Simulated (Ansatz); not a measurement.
## Sn3Se (Fm-3m), a vibration from a frozen displacement

All numbers below come from Ansatz 0.2.0, DFT PBE, scalar-relativistic, plane waves, PAW. Settings: plane waves to 420 eV, k-mesh 12×12×12 (Γ-centred), Gaussian smearing 0.15 eV. No spin polarisation. Energies are free energies at this smearing, counted from the undisturbed cell; pressure is positive in compression.

The undisturbed cell (relaxed at this level; with this scan's settings it stands at 0.1 GPa; it needn't be the usual structure):

```
CELL_PARAMETERS angstrom
0.00000 3.72795 3.72795
3.72795 0.00000 3.72795
3.72795 3.72795 0.00000
ATOMIC_POSITIONS crystal
Sn 0.25000 0.25000 0.25000
Sn 0.75000 0.75000 0.75000
Sn 0.50000 0.50000 0.50000
Se 0.00000 0.00000 0.00000
```

Atom 3 (Sn) is moved by x along the Cartesian unit vector (0.000, 0.000, 1.000); the cell and all other atoms stay fixed. The cell's volume is 103.62 Å³; the moved atoms weigh 118.710 u together and the others 316.391 u. Some rows repeat others by symmetry and weren't run.

| x (Å) | ΔE (meV/cell) | total force on the moved atoms along the move (eV/Å) | pressure (GPa) |
| --- | --- | --- | --- |
| -0.1000 | 12.43 | 0.2474 | 0.2365 |
| -0.0833 | 8.63 | 0.2066 | 0.2069 |
| -0.0667 | 5.54 | 0.1658 | 0.1828 |
| -0.0500 | 3.12 | 0.1245 | 0.1640 |
| -0.0333 | 1.38 | 0.0831 | 0.1505 |
| 0.0000 | 0.00 | 0.0000 | 0.1398 |
| 0.0333 | 1.38 | -0.0831 | 0.1505 |
| 0.0500 | 3.12 | -0.1245 | 0.1640 |
| 0.0667 | 5.54 | -0.1658 | 0.1828 |
| 0.0833 | 8.63 | -0.2066 | 0.2069 |
| 0.1000 | 12.43 | -0.2474 | 0.2365 |

Problem. What frequency belongs to this motion?

Solution. The force constant is k = −dF/dx = 2.495 eV/Å², from the parabola through x = -0.0333, 0 and 0.0333. In every cell the moved atoms swing against the rest, so the mass is μ = m₁m₂/(m₁ + m₂) = 86.322 u, and ν̃ = 521.5 cm⁻¹ × √(|k|/μ) = 89 cm⁻¹. The pattern needn't be a normal mode: ν̃² is then a weighted mean of the squared nonzero frequencies at the zone centre of this cell, so it lies between the lowest and the highest of them.

Problem. How far does the harmonic law reach?

Solution. At x = -0.100 Å, kx²/2 = 12.48 meV against the computed 12.43 meV (-0.4 %): the well is still close to harmonic there.

Problem. The pressure changes with x². What does that say about the frequency under compression?

Solution. With E = k(V)x²/2, k ∝ V^(−2γ) and x scaling with the cell as V^(1/3), P − P0 = −∂E/∂V = (2γ − 2/3) ΔE/V. At x = 0.0500 Å, V(P − P0) = 103.62 × 0.02418 / 160.2 eV = 15.64 meV and ΔE = 3.12 meV, so γ = 1/3 + V(P − P0)/(2ΔE) = 2.84. This is the Grüneisen parameter of the motion under uniform scaling of the cell: shrinking the cell evenly by 1 % in volume raises the frequency by about 2.84 %.

In a metal these slopes depend on the k mesh and the smearing.

Cost: 6 runs of about 4.8 core-minutes in all, on Intel Xeon Processor @ 2.70GHz (shared hosts).